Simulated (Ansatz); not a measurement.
Clean, relaxed (110) surface of Tl, space group Im-3m (No. 229) (top face towards +c; atoms held fixed, by place in the list: 1):

```
CELL_PARAMETERS angstrom
3.33481 0.00000 0.00000
-1.11160 3.14409 0.00000
0.00000 0.00000 22.44573
ATOMIC_POSITIONS crystal
Tl 0.50000 0.50000 0.37869
Tl 0.00000 0.00000 0.50000
Tl 0.50000 0.50000 0.62131
```

Level of theory: Ansatz 0.2.0, DFT PBEsol, scalar-relativistic, plane waves, PAW. Plane waves to 420 eV, a k mesh through Γ of 9×9×1 on the computed 3-atom cell and Gaussian smearing (0.10 eV); no spin polarisation. A dipole correction removes the field between periodic images along c.

C (atom) is adsorbed on the top face, one adsorbate per 10.5 Å², and relaxed from 3 starting sites (fractions of a and b). The adsorption energy is E(slab + adsorbate) − E(slab) − E(free adsorbate, spin-polarised where open-shell). Heights count from the highest slab atom after relaxation. Δφ is the top face's. Δp counts per cell along +c. Bonded neighbours lie within 1.25 times the sum of covalent radii (1.35 for H) and, on that scale, within 12 % of the closest. With the adsorbate the cell is lengthened along c to keep the vacuum.

| start | ends at | E_ads (eV) | height (Å) | shortest contact | Δφ (eV) | Δp (e·Å) |
| --- | --- | --- | --- | --- | --- | --- |
| top (Tl) at (0.50, 0.50) | (0.50, 0.50), 1 bonded neighbour (Tl) | -1.63 | 2.17 | C–Tl 2.17 Å | +2.72 | -0.179 |
| hollow (Tl-Tl-Tl) at (0.17, 0.83) | (0.01, 0.99), 3 bonded neighbours (Tl), largest slab move 0.6 Å | -4.00 | -0.56 | C–Tl 2.10 Å | -0.37 | +0.007 |
| bridge (Tl-Tl) at (0.50, 0.00) | (0.50, 0.00), 2 bonded neighbours (Tl) | -2.43 | 1.42 | C–Tl 2.19 Å | +2.71 | -0.166 |

Among the sites tried, the lowest end comes from the hollow (Tl-Tl-Tl) at (0.17, 0.83) start; other sites may lie lower.

Each end is the local minimum or symmetric point that its start leads to. This isn't the usual crystal structure of Tl. The slab is only 5.4 Å thick, so the energies aren't converged with thickness.

For at least one of the starts the bottom face's work function also shifts by over 0.1 eV: the slab is too thin to screen the adsorbate, so the work functions aren't converged with thickness.

The adsorbed runs have no spin polarisation, so weakly bound open-shell ends lie too high.